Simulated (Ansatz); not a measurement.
Rb₂NaAlF₆:
```
Rb2NaAlF6
1.0
    0.00000     4.13593     4.13593
    4.13593     0.00000     4.13593
    4.13593     4.13593     0.00000
Rb Na Al F
2 1 1 6
Direct
  0.75000   0.75000   0.75000
  0.25000   0.25000   0.25000
  0.50000   0.50000   0.50000
  0.00000   0.00000   0.00000
  0.77950   0.22050   0.22050
  0.22050   0.77950   0.77950
  0.22050   0.77950   0.22050
  0.77950   0.22050   0.77950
  0.22050   0.22050   0.77950
  0.77950   0.77950   0.22050
```

Relaxed with r²SCAN. Plane-wave PAW r²SCAN (Ansatz code) gives a gap of 8.15 eV.

### Question
What gap does HSE06 give on the same cell (Ansatz, PAW)?

### Answer
9.46 eV, 1.30 eV more. The hybrid was solved on a coarser mesh and at special points; the gap given is the minimum over both.

| k | v1 r²SCAN | c1 r²SCAN | v1 HSE06 | c1 HSE06 |
|---|---|---|---|---|
| Γ | 0.00 | 8.15 | 0.00 | 9.46 |
| X | -0.02 | 10.63 | ? | ? |
| L | -0.13 | 10.25 | ? | ? |
| W | -0.15 | 10.99 | ? | ? |
| K | -0.07 | 10.89 | ? | ? |

### Question
Top valence (v1) and lowest conduction level (c1) in eV from each method's valence maximum (which need not be a listed point): supply the withheld HSE06 values.

### Answer

- W, v1 HSE06: -0.15
- W, c1 HSE06: 12.37
- L, v1 HSE06: -0.13
- L, c1 HSE06: 11.59
- K, v1 HSE06: -0.07
- K, c1 HSE06: 12.26
- X, v1 HSE06: -0.02
- X, c1 HSE06: 11.99

Cost on shared cores: the r²SCAN run (SCF on a 6×6×6 mesh, then bands and DOS) around 120 core-seconds (rough), the HSE06 run (SCF on 4×4×4, then a few points) roughly 4 core-minutes; the tasks are unlike.

Space group Fm-3m. The workflow started from a Materials Project entry (that database holds measured and hypothetical structures alike); the Crystallography Open Database copy checked does not list it. Whether it is the stable phase at ambient conditions was not checked. The cell was relaxed with r²SCAN under the symmetry of its start; whether a distortion lowers the energy is not shown. Spin–orbit coupling is left out wherever it is not named.

Potentials: the later of the program's two PAW sets.
